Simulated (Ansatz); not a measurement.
**Trial structures of Mg3BeS: starts and ends**

Level of theory: Ansatz 0.2.0, DFT PBE, scalar-relativistic, plane waves, PAW. Settings: cutoff 420 eV, Γ-centred meshes spaced at most about 0.3 Å⁻¹, and about 0.25 Å⁻¹ or finer for metals (2π included), Gaussian smearing. No spin polarisation in the final relaxations.

Each guess was relaxed in cell and atoms at zero pressure, within the symmetry of its start. Temperature and zero-point effects are left out. Coordination counts Be or Mg atoms around S (for each partner element, those within 1.25 times its shortest distance or 1.15 times the sum of covalent radii, where it is the nearest in units of that sum or under 1.3; a plus sign parts groups by distance over the sum of covalent radii).

```
guess     made from  start group  V start (Å³/atom)  end group  V end (Å³/atom)  coordination at the end  gap on mesh (eV)  E over the lowest end (meV/atom)
    1    Ag3SI type           R3               14.5         R3             22.0                    S 3+3                 0                               146
    2   random cell         P4mm               17.3       P4mm             29.8                    S 1+4                 0                               333
    3  GaFe3As type        P-6m2               14.9      P-6m2             19.5                      S 6                 0                                91
    4   CeBPt3 type         P4mm               15.5       P4mm             23.3                      S 4                 0                               248
    5  AlSiTe3 type        P-31m               18.6      P-31m             19.4                      S 6                 0                                 0
    6   Ca3GeN type        Pm-3m               17.3          ?                ?                        ?                 ?                                 ?
```

Guess 6 as it starts:

```cif
data_structure
_symmetry_space_group_name_H-M 'Pm-3m'
_symmetry_Int_Tables_number 221
_cell_length_a 4.4233
_cell_length_b 4.4233
_cell_length_c 4.4233
_cell_angle_alpha 90.000
_cell_angle_beta 90.000
_cell_angle_gamma 90.000
_cell_volume 86.55
loop_
_atom_site_label
_atom_site_type_symbol
_atom_site_symmetry_multiplicity
_atom_site_Wyckoff_symbol
_atom_site_fract_x
_atom_site_fract_y
_atom_site_fract_z
_atom_site_occupancy
Mg1 Mg 3 c 0.00000 0.50000 0.50000 1
Be1 Be 1 a 0.00000 0.00000 0.00000 1
S1 S 1 b 0.50000 0.50000 0.50000 1
```

Problem. Fill in the missing row: what does this guess relax into, and where does it rank?

Solution. It ends in the antiperovskite type, space group Pm-3m (No. 221), with a = 4.783 Å, 21.9 Å³/atom and no gap; its coordination is S 6. It lies 0.34 eV/atom over the lowest end, above guess 2 and so the highest of the set. Counting Be or Mg atoms around S, this end and the lowest (guess 5) both have S 6.

```cif
data_structure
_symmetry_space_group_name_H-M 'Pm-3m'
_symmetry_Int_Tables_number 221
_cell_length_a 4.7834
_cell_length_b 4.7834
_cell_length_c 4.7834
_cell_angle_alpha 90.000
_cell_angle_beta 90.000
_cell_angle_gamma 90.000
_cell_volume 109.45
loop_
_atom_site_label
_atom_site_type_symbol
_atom_site_symmetry_multiplicity
_atom_site_Wyckoff_symbol
_atom_site_fract_x
_atom_site_fract_y
_atom_site_fract_z
_atom_site_occupancy
Mg1 Mg 3 c 0.00000 0.50000 0.50000 1
Be1 Be 1 a 0.00000 0.00000 0.00000 1
S1 S 1 b 0.50000 0.50000 0.50000 1
```

Formation energies are uncorrected and refer to the elements' standard structures at the same level.

Problem. Is the lowest end bound against the elements?

Solution. Yes: its formation energy is −0.14 eV/atom. It lies below the elements, which doesn't yet make it stable against other compounds or structures.

The k mesh leaves some 4 meV/atom of noise in the energy of each metallic cell. A magnetic state wasn't ruled out in cells without spin, among them R3. The reference form of S is held partly by dispersion forces, which this level lacks. Cells relaxed within their symmetry can be saddle points. A lower structure may well exist outside this small set. Some structure types and database cells were kept out of the candidates from the start, so a known form may be missing.
